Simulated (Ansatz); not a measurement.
Cl:
```
Cl
1.0
   -1.71869     1.71869     1.71869
    1.71869    -1.71869     1.71869
    1.71869     1.71869    -1.71869
Cl
1
Direct
  0.00000   0.00000   0.00000
```

Relaxed with PBE+D3(BJ).

Question: List the phonon frequencies at the special points (DFPT on a 5×5×5 q-mesh, Fourier-interpolated; plane-wave PAW PBE+D3(BJ) (Ansatz code)).

Answer: In cm⁻¹.

```tsv
q	frequencies
Γ	0 0 0
H	117 117 117
N	81 105 196
P	87i 87i 87i
```

Space group Im-3m (bcc (W type)). A made-up cell: these elements were put on the sites of a structure type; neither database checked (COD, Materials Project) lists it. It is not the usual solid phase (space group No. 64). Symmetry was held in the PBE+D3(BJ) relaxation. At this level the phase is dynamically unstable (imaginary phonons). The substance is a gas or liquid at ambient conditions. With an odd number of electrons in the cell and no spin polarisation, the count alone makes it a metal. As this level gives no gap, phonon frequencies hold no LO–TO term and depend on the k-mesh and smearing (Fermi–Dirac, 0.1 eV here).

Potentials: the later of the program's two PAW sets.
